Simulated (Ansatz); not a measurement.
MoPd (L1₀ or tetragonal B2, P4/mmm) at seven volumes, DFT-r²SCAN in the program Ansatz with PAW potentials, shape and atoms relaxed at each. One row is withheld.

| V (Å³/atom) | P (GPa) |
|---|---|
| 13.650 | 29.18 |
| 14.100 | ? |
| 14.550 | 8.10 |
| 15.000 | 0.00 |
| 15.450 | -6.80 |
| 15.900 | -12.50 |
| 16.350 | -17.26 |

**Question.** Fit the shown pressures and predict the withheld one.

**Answer.** P = (3/2)B₀(x^(7/2) − x^(5/2))[1 + (3/4)(B′ − 4)(x − 1)] with x = (V₀/V)^(2/3). Least squares on the six rows gives V₀ = 15.000 Å³/atom, B₀ = 246 GPa, B′ = 4.81. At V = 14.100, x = 1.0421 and P = 17.67 GPa. The run itself gave 17.73 GPa.

The start of the workflow was typed in or built on a structure type; neither database checked (COD, Materials Project) lists it. Whether it is the stable phase at ambient conditions was not checked. The r²SCAN relaxation kept the symmetry of its start; its stability against distortions is not shown here. No spin polarisation was allowed.

Potentials: the earlier of the program's two PAW sets.
